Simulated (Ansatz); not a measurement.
# YNb₆Sn₆, one structure, two calculations

Cell: a refined structure from the COD whose atoms were relaxed with PBE, the cell held.

Space group P6/mmm (No. 191); a = 5.7498, c = 9.5003 Å, γ = 120.00°.

```csv
site,Wyckoff,site symmetry,x,y,z
Y,1b,6/mmm,0.0000,0.0000,0.5000
Nb,6i,2mm,0.5000,0.0000,0.2508
Sn8,2e,6mm,0.0000,0.0000,0.1697
Sn10,2c,-6m2,0.6667,0.3333,0.0000
Sn12,2d,-6m2,0.6667,0.3333,0.5000
```

One atom of each set is listed.

First run. All values are calculated (Ansatz; DFT, PBE, plane waves and PAW, scalar-relativistic, 420 eV cutoff, Γ-centred 7×7×4 k-points, Fermi–Dirac smearing 0.05 eV), not measured.

| site | V_zz (10²¹ V/m²) | η |
| --- | --- | --- |
| Y | -2.66 | 0.00 |
| Nb | -11.26 | 0.85 |
| Sn8 | 16.65 | 0.00 |
| Sn10 | -26.0 | 0.00 |
| Sn12 | -20.7 | 0.00 |

Second run. The same atoms and settings, except that the cutoff is 350 eV.

(1) What does the second run give?

Answers

(1) 

| site | V_zz | η | change of V_zz |
| --- | --- | --- | --- |
| Y | -2.64 | 0.00 | +0.02 |
| Nb | -11.23 | 0.85 | +0.03 |
| Sn8 | 16.64 | 0.00 | -0.01 |
| Sn10 | -26.0 | 0.00 | +0.02 |
| Sn12 | -20.7 | 0.00 | +0.02 |

No V_zz moves by more than 0.03. Isomer shifts (Sn against SnO₂, from the density at the nucleus and a line fitted to measured compounds for each functional; the lines scatter by about 0.1 mm/s, so smaller changes between functionals mean little): Sn8 1.67 → 1.67 mm/s; Sn10 1.85 → 1.85 mm/s; Sn12 1.64 → 1.64 mm/s.

At this cell the principal stresses reach 5 GPa in size with PBE, which can matter for small gradients. The run finds no gap above 0.1 eV (a metal, or nearly one), so the gradients can move by 10 % or more with the k-mesh. Without spin–orbit coupling (the program notes it for Nb, Sn and Y) the gradients can shift somewhat, as the gap is small.
